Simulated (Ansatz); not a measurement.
Se (simple cubic, Pm-3m) under volume change, plane-wave PAW r²SCAN (Ansatz code), scaled uniformly.

```
V (Å³/atom)  E − E(relaxed) (meV/atom)  P (GPa)
-----------  -------------------------  -------
20.275                            50.9     8.83
20.943                            21.4     5.40
21.611                             5.1     2.49
22.280                             0.0     0.00
22.948                             4.6    -2.14
23.617                            17.4    -3.96
24.285                            37.2    -5.50
```

### Question
What does a third-order Birch–Murnaghan fit give for V₀, B₀ and B′?

### Answer
V₀ = 22.28 Å³/atom, B₀ = 76.7 GPa, B′ = 4.2.

The first step of the workflow began from a Materials Project structure, measured or hypothetical; the Crystallography Open Database copy checked does not list it. It is not the phase usual at ambient conditions (space group No. 152). The r²SCAN relaxation kept the symmetry of its start; whether a distortion lowers the energy is not shown.

Potentials: the earlier of the program's two PAW sets. The files were generated under PBE; for other functionals the program regenerates the frozen cores, and for LDA and PBEsol the local potential too.
